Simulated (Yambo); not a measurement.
AlSb (zinc blende, space group F-43m, No. 216); a = b = c = 4.3523 Å, α = β = γ = 60.00°. With the G0W0 scissor the direct gap on the mesh is 2.13 eV.

**Question.** Does this run resolve the lowest exciton, and if so, what are its energy and binding? (Yambo, PBEsol bands; 6×6×6 mesh, 6 valence and 10 conduction bands, static screening with 58 bands and a 4 Ry block, scissor 0.87 eV, Tamm-Dancoff.)

**Answer.** No. The lowest state covers only about 1 of the 216 k points, so the mesh doesn't resolve it: its energy and its distance from the direct gap are mesh artefacts. An extended exciton needs a far denser mesh. The scissor comes from a G0W0 run whose convergence isn't established. 

The standard potential for Sb keeps a d shell in the valence without the s and p states of that shell. In tests on such compounds this moved G0W0 gaps by up to about 0.9 eV, so absolute quasiparticle energies here are unreliable; differences between settings are what counts.

Spin-orbit coupling is included.

Geometry relaxed with PBEsol.
